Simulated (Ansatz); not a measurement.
In AlNi (CsCl type) the Ni atom of the primitive cell, with all its periodic images, is moved by 0.02 Å along x.

```
Ni Al
1.0
     2.89000    0.00000    0.00000
     0.00000    2.89000    0.00000
     0.00000    0.00000    2.89000
Ni Al
1 1
Cartesian
  0.0200 0.0000 0.0000
  1.4450 1.4450 1.4450
```

Computed with PBE, all-electron LAPW, point nucleus in Ansatz 0.2.0 development build.

k-mesh 8×8×8 Γ-centred; Fermi–Dirac smearing of 0.1 eV; no spin polarisation.

What force results, and what does it mean for the zone-centre vibration?

The force on it along the displacement is -0.1156 eV/Å, a force constant of 5.78 eV/Å². With the reduced mass of 18.48 u the zone-centre optical mode lies at 292 cm⁻¹ (8.74 THz) in this finite-step estimate.

```csv
atom,Fx (eV/Å),Fy (eV/Å),Fz (eV/Å)
Ni1,-0.1156,0.0000,0.0000
Al2,0.1156,0.0000,0.0000
```

The k-mesh is modest, so these values aren't fully converged in k.
